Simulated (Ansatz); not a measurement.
SrPt₅:
```cif
data_Pt5Sr
_chemical_formula_sum 'Pt5 Sr1'
_space_group_name_H-M_alt 'P6/mmm'
_space_group_IT_number 191
_space_group_name_Hall '-P 6 2'
_cell_length_a 5.45111
_cell_length_b 5.45111
_cell_length_c 4.35544
_cell_angle_alpha 90.000
_cell_angle_beta 90.000
_cell_angle_gamma 120.000
loop_
_atom_site_label
_atom_site_type_symbol
_atom_site_symmetry_multiplicity
_atom_site_Wyckoff_symbol
_atom_site_fract_x
_atom_site_fract_y
_atom_site_fract_z
_atom_site_occupancy
Pt1 Pt 3 g 0.50000 0.50000 0.50000 1
Pt2 Pt 2 c 0.33333 0.66667 0.00000 1
Sr1 Sr 1 a 0.00000 0.00000 0.00000 1
```

Relaxed at zero pressure with DFT-r²SCAN in the program Ansatz with PAW potentials.

Task: The volume is lowered by 9 % and shape and atoms relax at that volume. What pressure results, and how do the axes share the change?

Result: 20.8 GPa; a -3.7 %, b -3.7 %, c -2.0 %; the energy rises by 99 meV/atom.

Task: Give the new structure.

Result: 
Space group P6/mmm (No. 191); a = b = 5.2519 Å, c = 4.2698 Å, α = β = 90.00°, γ = 120.00°

| atom | site | symmetry | x | y | z |
|---|---|---|---|---|---|
| Pt | 3g | mmm | 0.5000 | 0.5000 | 0.5000 |
| Pt | 2c | -6m2 | 0.3333 | 0.6667 | 0.0000 |
| Sr | 1a | 6/mmm | 0.0000 | 0.0000 | 0.0000 |

The phase is kept; no other phase was compared at this pressure.

The workflow started from an entry of the Crystallography Open Database (COD). Its standing as an ambient phase is unchecked. The r²SCAN relaxation kept the symmetry of its start; its stability against distortions is not shown here. No spin polarisation was allowed. Axis ratios of metals converge slowly with the k-mesh, so a and c are less sure than the volume. Scalar-relativistic: spin–orbit coupling is off unless named, which matters more the heavier the elements.

Potentials: the later of the program's two PAW sets.
